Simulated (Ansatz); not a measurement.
A (100) slab of Au (P6_3/mmc (No. 194)), 10 planes, outer planes Au (top) and Au (bottom), with 10 atoms (Au10) in a surface cell of A = 14.060 Å², as cut from the bulk:

```
Au
1.0
     2.89029    0.00000    0.00000
     0.00000    4.86472    0.00000
     0.00000    0.00000   26.68098
Au
10
Direct
  0.00000 0.75000 0.28110
  0.00000 0.25000 0.34364
  0.50000 0.75000 0.37491
  0.50000 0.25000 0.43746
  0.00000 0.75000 0.46873
  0.00000 0.25000 0.53127
  0.50000 0.75000 0.56254
  0.50000 0.25000 0.62509
  0.00000 0.75000 0.65636
  0.00000 0.25000 0.71890
```

Computed with DFT r2SCAN, scalar-relativistic, plane waves, PAW (Ansatz 0.2.0). Settings: cutoff 500 eV, Γ-centred mesh 12×7×1 on the computed 10-atom cell, Gaussian smearing of 0.10 eV; no spin polarisation.

Against the same 10 atoms in the bulk, the slab as cut lies 2.210 eV higher and the relaxed slab 2.094 eV higher.

**Question.** Work out the surface energy before and after relaxation.

**Answer.** The slab has two faces, so γ = (E_slab − N·E_bulk)/(2A), the mean of both. As cut: 2.210/(2 × 14.060) = 0.0786 eV/Å², and 1 eV/Å² = 16.02 J/m², so γ = 1.26 J/m². Relaxed: 2.094/(2 × 14.060) = 0.0745 eV/Å² = 1.19 J/m². Relaxation recovers 5 % of the cost of cutting.

**Question.** What is the ideal work of this cut, per area?

**Answer.** Griffith's ideal work is 2γ: 2.52 J/m² if the new faces stay rigid, 2.39 J/m² if they relax. Other cuts parallel to this plane can cost less. One thickness was run, 10 planes, so γ can still shift with it.

The reference crystal is a form of Au, which isn't its usual structure.